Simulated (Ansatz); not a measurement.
InP (CsCl type, space group No. 221), the program Ansatz at the PBE level (PAW), all energies at zero smearing, with the estimated change up to a 700 eV cutoff added, with one set of potentials and settings (totals compare only within such a set). Cell of 2 atoms (1 In, 1 P): -6352.798 eV.

```csv
element,reference phase,E (eV/atom)
In,"I4/mmm, 1 atoms in the cell",-5597.8481
P,"Cmce, 4 atoms in the cell",-755.6743
```

Formation energy per atom, worked out: (-6352.798 − 1×(-5597.8481) − 1×(-755.6743))/2 = 0.362 eV/atom (35 kJ per mol of atoms), at 0 K, without zero-point energy or fitted corrections.

Space group Pm-3m (CsCl type). The cell is a constructed one: a structure type filled with these elements; neither database checked (COD, Materials Project) lists it. It is not the phase usual at ambient conditions (space group No. 216). Symmetry was held in the PBE relaxation; whether a distortion lowers the energy is not shown. The references are the lowest solids computed at this level, not always the standard phases.

Potentials: the later of the program's two PAW sets.
